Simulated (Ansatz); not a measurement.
Start of a relaxation of SrB:

```
CELL_PARAMETERS angstrom
1.87268 -2.62184 0.00000
1.87268 2.62184 0.00000
0.00000 0.00000 5.17195
ATOMIC_POSITIONS crystal
Sr 0.50000 0.50000 0.50000
B 0.00000 0.00000 0.00000
```

All numbers below come from Ansatz 0.2.0, DFT PBE, scalar-relativistic, plane waves, PAW. Cutoff 420 eV, Gaussian smearing, Γ-centred meshes. Cell and atoms relax on a converged mesh. In metals the finer mesh still leaves noise of several meV/atom or more. The steps can't lower the symmetry of their start. No spin polarisation.

A guess keeps its type if space group and coordination stay and the shape of the cell changes little (axis ratios within about 15 %, angles within 6°); the volume may change.

Q: Does it keep its structure type, or change into something else?

A: It doesn't keep its type. The symmetry goes from Cmmm (No. 65) to Pm-3m (No. 221). The end has the caesium chloride type. The volume per atom shrinks by 15.5 %, from 25.4 to 21.5 Å³. The shortest distance goes from 3.19 Å (Sr–B) to 3.03 Å (Sr–B). Counting neighbours within 15 % of an atom's shortest distance, the start has B 8, Sr 8 and the end B 8, Sr 8. In detail, at the end Sr is surrounded by 8 B at 3.03 Å and 6 Sr at 3.50 Å; B has 8 Sr at 3.03 Å and 6 B at 3.50 Å.

```
Sr B
1.0
     3.50077    0.00000    0.00000
     0.00000    3.50077    0.00000
     0.00000    0.00000    3.50077
Sr B
1 1
Direct
  0.50000 0.50000 0.50000
  0.00000 0.00000 0.00000
```

The last run used a 16×16×16 mesh for its 2-atom cell and Gaussian smearing of 0.10 eV. The cell is a metal run without spin; a magnetic state may lie lower. A structure relaxed within its symmetry needn't be a true minimum.
